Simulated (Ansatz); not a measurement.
HfScTaN3:
```
HfScTaN3
1.0
    3.16245     0.00000     0.00000
   -1.58123     2.73876     0.00000
    0.00000     0.00000     7.70820
Hf Sc Ta N
1 1 1 3
Direct
  0.00000   0.00000   0.99521
  0.33333   0.66667   0.33851
  0.66667   0.33333   0.66785
  0.66667   0.33333   0.16337
  0.00000   0.00000   0.50535
  0.33333   0.66667   0.82971
```

Relaxed with r²SCAN.

Task: Map the valence electron density (e/Å³), cut off at 3 on the plane through (0.000, 0.000, 0.995) spanned by u = [1, 1, 0] and v = [1, -1, 1] in lattice vectors, from r²SCAN in the plane-wave PAW code Ansatz.

Result: x is the fraction of u, y of v (the angle between them is 90°; rows are the nearest grid lines); atoms in the plane: Hf at (0.00, 0.00), Sc at (0.00, 0.34), Ta at (0.00, 0.67), N at (0.50, 0.17), N at (0.50, 0.51), N at (0.50, 0.83).
```
y \ x   0.000  0.0625  0.188  0.250  0.375  0.438  0.562  0.625  0.750  0.812  0.938   1.00
------  -----  ------  -----  -----  -----  -----  -----  -----  -----  -----  -----  -----
1.00     3.00    3.00   3.00   1.71  0.277  0.199  0.199  0.277   1.71   3.00   3.00   3.00
0.925    2.99    2.48  0.833  0.554  0.560  0.654  0.654  0.560  0.554  0.833   2.48   2.99
0.850   0.215   0.232  0.459  0.826   2.84   3.00   3.00   2.84  0.826  0.459  0.232  0.215
0.775   0.630   0.580  0.473  0.580   1.26   1.70   1.70   1.26  0.580  0.473  0.580  0.630
0.700    3.00    3.00   2.91   1.26  0.317  0.272  0.272  0.317   1.26   2.91   3.00   3.00
0.625    3.00    3.00   2.07  0.907  0.363  0.350  0.350  0.363  0.907   2.07   3.00   3.00
0.550   0.343   0.342  0.457  0.692   1.86   2.59   2.59   1.86  0.692  0.457  0.342  0.343
0.450   0.278   0.272  0.335  0.496   1.29   1.82   1.82   1.29  0.496  0.335  0.272  0.278
0.375    3.00    3.00   2.11  0.746  0.218  0.207  0.207  0.218  0.746   2.11   3.00   3.00
0.300    3.00    3.00   1.85  0.665  0.212  0.203  0.203  0.212  0.665   1.85   3.00   3.00
0.225   0.227   0.229  0.325  0.494   1.27   1.78   1.78   1.27  0.494  0.325  0.229  0.227
0.150   0.171   0.193  0.444  0.816   2.79   3.00   3.00   2.79  0.816  0.444  0.193  0.171
0.0750   2.97    2.46  0.836  0.563  0.549  0.628  0.628  0.549  0.563  0.836   2.46   2.97
0.000    3.00    3.00   3.00   1.71  0.277  0.199  0.199  0.277   1.71   3.00   3.00   3.00
```

The density is the valence pseudo-density with augmentation charge, so density and ELF within about 1 Å of a nucleus are not all-electron values.

Space group P3m1. The start of the workflow was typed in or built on a structure type; neither database checked (COD, Materials Project) lists it. Its standing as an ambient phase is unchecked. The cell was relaxed with r²SCAN under the symmetry of its start; its stability against distortions is not shown here. No spin polarisation was allowed. Scalar-relativistic: spin–orbit coupling is off unless named, which matters more the heavier the elements.

Potentials: the earlier of the program's two PAW sets.
